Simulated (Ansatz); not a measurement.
F:
Space group P6/mmm (No. 191); a = b = 5.072 Å, c = 1.667 Å, α = β = 90.00°, γ = 120.00°

```tsv
atom	site	symmetry	x	y	z
F	1a	6/mmm	0.0000	0.0000	0.0000
F	2d	-6m2	0.3333	0.6667	0.5000
```

Relaxed with r²SCAN+D4.

**Question.** Decompose the optical modes at the zone centre into irreducible representations, and say which are infrared and Raman allowed.

**Answer.** Point group 6/mmm: Γ_opt = A2u + B1g + E1u + E2g. Infrared: A2u, E1u. Raman: E2g.

**Question.** Assign frequencies (DFPT, r²SCAN+D4 (plane waves, PAW; program Ansatz)).

**Answer.** A2u 29i, B1g 9i, E2g 87, E1u 96 cm⁻¹.

Subscripts of B labels follow the axes of the standard setting.

The cell is a constructed one: a structure type filled with these elements; neither database checked (COD, Materials Project) lists it. It is not the usual solid phase (space group No. 15). The r²SCAN+D4 relaxation kept the symmetry of its start. At this level the phase is mechanically unstable. The substance is a gas or liquid at ambient conditions. With an odd number of electrons in the cell and no spin polarisation, the count alone makes it a metal. As this level gives no gap, phonon frequencies hold no LO–TO term and depend on the k-mesh and smearing (Fermi–Dirac, 0.1 eV here).

Potentials: the later of the program's two PAW sets.
